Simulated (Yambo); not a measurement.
RbMo$_{2}$AlO$_{8}$ (space group P-3m1, No. 164); a = 5.654 Å, b = 5.654 Å, c = 7.476 Å, α = 90.00°, β = 90.00°, γ = 120.00°. With the G0W0 scissor the direct gap on the mesh is 6.34 eV. Axes are Cartesian, with cell vectors (Å) (5.65, 0.00, 0.00), (-2.83, 4.90, 0.00), (0.00, 0.00, 7.48).

Problem. Does this run resolve the lowest exciton, and if so, what are its energy and binding? (Yambo, PBEsol bands; 3×3×2 mesh, 24 valence and 18 conduction bands, static screening with 120 bands and a 3 Ry block, scissor 2.67 eV, Tamm-Dancoff.)

Solution. The mesh holds a bound state, but the numbers are provisional. These are vertical excitations (zero momentum). The lowest state lies at 4.00 eV (dark for light along x), the direct quasiparticle gap on this mesh at 6.34 eV. Its binding energy, counted from that gap, is 2.34 eV; it spreads over about 18 k points of the mesh. Convergence with the mesh was not shown. The first optically allowed state is at 4.20 eV. The scissor comes from a G0W0 run whose convergence isn't established. Spin-orbit splittings are left out.

Geometry of the Materials Project entry, not relaxed at this level.

The structure is a Materials Project entry; no match was found in the copy of COD used, and its stability was not checked.
